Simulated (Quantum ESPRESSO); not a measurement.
## Calculated data, Zn2GaS3F (made-up cell, one site empty)

Computed with Quantum ESPRESSO 7.5. Calculation on a made-up crystal cell, not a measurement, run twice, once with a planted mistake found by running each candidate: periodic Kohn-Sham density functional theory in plane waves with PseudoDojo standard norm-conserving scalar-relativistic pseudopotentials, each functional with its own files (v0.5 for PBE, v0.4.1 for LDA and PBEsol), no spin polarisation, no spin-orbit coupling, atoms not relaxed, stress positive in tension, energies less a fixed whole-eV offset for each atom's element; levels are Kohn-Sham levels at fractions of this cell's reciprocal vectors, counted from the reference band (half the neutral cell's valence electrons, rounded up) at Gamma; error bars cover cutoff and k-mesh only, not smearing or the files; each bar is the largest change over components, and at least 0.002 eV, 0.002 eV per angstrom or 0.02 GPa; a charged cell sits in a uniform background, with energy and stress on this program's zero of potential; energies are for the whole cell, and the offsets were chosen from early runs and are not element reference energies; a distance is the largest change of any value in units of its error bar (the energy's for the smearing term), a scale change is of lengths, and a coarse mesh keeps the half-step shift.

Common to all runs: lattice type wurtzite; empty site 2; intended functional pbe; intended cutoff 1143 eV; intended fermi dirac smearing 0.025 eV; intended scf tolerance 1e-07 eV; intended electrons removed 0; healthy free energy less offsets 7.26 eV; healthy scf iterations 11; healthy smearing term minus ts 0 eV; healthy pressure 14.17 GPa; healthy stress xx -17.61 GPa; healthy stress yy -12.56 GPa; healthy stress zz -12.34 GPa; healthy stress yz 2.57 GPa; healthy stress xz 2.75 GPa; healthy stress xy 1.35 GPa; healthy reference band 39; faulty scf iterations 11; faulty smearing term minus ts 0 eV; faulty reference band 39; candidate k points along each vector 1; candidate cutoff 793 eV; candidate smearing 0.51 eV; candidate functional pbesol; candidate scf tolerance 0.9 eV; candidate electrons removed 1; candidate scale change 1.21 percent; candidate first exchanged site 4; candidate second exchanged site 7; intended k mesh 5 x 4 x 4, shifted by half a step; structure shown as intended, without the mistake.

(1) Zn2GaS3F (made-up cell, one site empty)

Intended structure:
```
Zn2GaS3F
1.0
      3.5642     0.0000     0.0000
      0.0000     6.1733     0.0000
      0.0000     0.0000     5.8203
Zn Ga S F
2 1 3 1
Direct
  0.01425 0.01380 -0.01991
  0.47851 0.17242 0.51018
  0.01557 0.67397 0.49930
  -0.03793 0.00441 0.36330
  0.48634 0.49758 0.38508
  0.49722 0.16448 0.86277
  0.00847 0.66464 0.88210
```

| Quantity | Value |
| --- | --- |
| faulty free energy less offsets | 4.568 eV |
| faulty pressure | 11.52 GPa |
| faulty stress xx | -9.11 GPa |
| faulty stress yy | -13.49 GPa |
| faulty stress zz | -11.95 GPa |
| faulty stress yz | 3.56 GPa |
| faulty stress xz | 2.5 GPa |
| faulty stress xy | 1.1 GPa |
| fault kind | coarse kmesh |
| other mistakes compared | 7 |
| distance from healthy | 360.6 error bars |
| distance from nearest other mistake | 325 error bars |
| healthy error bar energy | 0.008438 eV |
| healthy error bar stress | 0.0908 GPa |
| healthy error bar force | 0.003006 eV/Å |
| healthy error bar next band up | 0.002 eV |

Atoms:
```tsv
atoms element	atom site	atom energy offset (eV)
Zn	1	-5687
Zn	3	-5687
Ga	4	-2080
S	5	-302
S	6	-302
S	7	-302
F	8	-677
```

Healthy forces:
```tsv
site	x (eV/Å)	y (eV/Å)	z (eV/Å)
1	-0.99	-1.926	-0.087
3	-0.646	-0.769	-1.001
4	-1.405	0.042	2.615
5	0.65	-0.43	-0.196
6	1.368	1.066	-1.66
7	1.037	1.104	2.109
8	-0.014	0.913	-1.781
```

Healthy levels:
```tsv
level k point	next band up (eV)
Gamma	1.908
(1/2,1/2,1/2)	1.981
(0.15,0,0)	2.637
(0,0.15,0)	2.151
(0,0,0.15)	1.999
```

Faulty forces:
```tsv
site	x (eV/Å)	y (eV/Å)	z (eV/Å)
1	-0.958	-1.417	-0.051
3	-0.571	-1.853	-1.403
4	-1.303	-0.611	2.391
5	0.644	-0.853	0.041
6	1.173	1.815	-0.96
7	0.974	1.199	2.239
8	0.041	1.72	-2.257
```

Faulty levels:
```tsv
level k point	next band up (eV)
Gamma	1.97
(1/2,1/2,1/2)	1.911
(0.15,0,0)	2.633
(0,0.15,0)	2.215
(0,0,0.15)	2.058
```

Candidate mistake: coarse kmesh, low cutoff, wide smearing, wrong functional, loose scf, wrong charge, cell scaled, atoms exchanged

(2) Zn2GaS3F (made-up cell, one site empty)

Structure as in entry 1.

| Item | Value |
| --- | --- |
| faulty free energy less offsets | 11.29 eV |
| faulty pressure | -32.31 GPa |
| faulty stress xx | 28.83 GPa |
| faulty stress yy | 33.96 GPa |
| faulty stress zz | 34.15 GPa |
| faulty stress yz | 2.55 GPa |
| faulty stress xz | 2.77 GPa |
| faulty stress xy | 1.36 GPa |
| fault kind | low cutoff |
| other mistakes compared | 7 |
| distance from healthy | 512.3 error bars |
| distance from nearest other mistake | 485 error bars |
| healthy error bar energy | 0.008438 eV |
| healthy error bar stress | 0.0908 GPa |
| healthy error bar force | 0.003006 eV/Å |
| healthy error bar next band up | 0.002 eV |

Atoms:
```tsv
atoms element	atom site	atom energy offset (eV)
Zn	1	-5687
Zn	3	-5687
Ga	4	-2080
S	5	-302
S	6	-302
S	7	-302
F	8	-677
```

Healthy forces:
```tsv
site	x (eV/Å)	y (eV/Å)	z (eV/Å)
1	-0.99	-1.926	-0.087
3	-0.646	-0.769	-1.001
4	-1.405	0.042	2.615
5	0.65	-0.43	-0.196
6	1.368	1.066	-1.66
7	1.037	1.104	2.109
8	-0.014	0.913	-1.781
```

Healthy levels:
```tsv
level k point	next band up (eV)
Gamma	1.908
(1/2,1/2,1/2)	1.981
(0.15,0,0)	2.637
(0,0.15,0)	2.151
(0,0,0.15)	1.999
```

Faulty forces:
```tsv
site	x (eV/Å)	y (eV/Å)	z (eV/Å)
1	-0.983	-1.938	-0.092
3	-0.645	-0.767	-0.997
4	-1.406	0.042	2.64
5	0.647	-0.43	-0.196
6	1.368	1.061	-1.658
7	1.032	1.098	2.106
8	-0.014	0.935	-1.802
```

Faulty levels:
```tsv
level k point	next band up (eV)
Gamma	1.911
(1/2,1/2,1/2)	1.984
(0.15,0,0)	2.641
(0,0.15,0)	2.154
(0,0,0.15)	2.002
```

Candidate mistake: coarse kmesh, low cutoff, wide smearing, wrong functional, loose scf, wrong charge, cell scaled, atoms exchanged

(3) Zn2GaS3F (made-up cell, one site empty)

Structure as in entry 1.

| Item | Value |
| --- | --- |
| faulty free energy less offsets | 18.67 eV |
| faulty pressure | 10.35 GPa |
| faulty stress xx | -13.6 GPa |
| faulty stress yy | -8.88 GPa |
| faulty stress zz | -8.55 GPa |
| faulty stress yz | 2.47 GPa |
| faulty stress xz | 2.64 GPa |
| faulty stress xy | 1.27 GPa |
| fault kind | wrong functional |
| other mistakes compared | 7 |
| distance from healthy | 1352 error bars |
| distance from nearest other mistake | 874.6 error bars |
| healthy error bar energy | 0.008438 eV |
| healthy error bar stress | 0.0908 GPa |
| healthy error bar force | 0.003006 eV/Å |
| healthy error bar next band up | 0.002 eV |

Atoms:
```tsv
atoms element	atom site	atom energy offset (eV)
Zn	1	-5687
Zn	3	-5687
Ga	4	-2080
S	5	-302
S	6	-302
S	7	-302
F	8	-677
```

Healthy forces:
```tsv
site	x (eV/Å)	y (eV/Å)	z (eV/Å)
1	-0.99	-1.926	-0.087
3	-0.646	-0.769	-1.001
4	-1.405	0.042	2.615
5	0.65	-0.43	-0.196
6	1.368	1.066	-1.66
7	1.037	1.104	2.109
8	-0.014	0.913	-1.781
```

Healthy levels:
```tsv
level k point	next band up (eV)
Gamma	1.908
(1/2,1/2,1/2)	1.981
(0.15,0,0)	2.637
(0,0.15,0)	2.151
(0,0,0.15)	1.999
```

Faulty forces:
```tsv
site	x (eV/Å)	y (eV/Å)	z (eV/Å)
1	-0.965	-1.869	-0.109
3	-0.618	-0.755	-0.958
4	-1.366	0.046	2.6
5	0.643	-0.372	-0.183
6	1.319	0.995	-1.486
7	0.996	0.912	1.996
8	-0.01	1.042	-1.86
```

Faulty levels:
```tsv
level k point	next band up (eV)
Gamma	1.829
(1/2,1/2,1/2)	1.914
(0.15,0,0)	2.578
(0,0.15,0)	2.081
(0,0,0.15)	1.926
```

Candidate mistake: coarse kmesh, low cutoff, wide smearing, wrong functional, loose scf, wrong charge, cell scaled, atoms exchanged
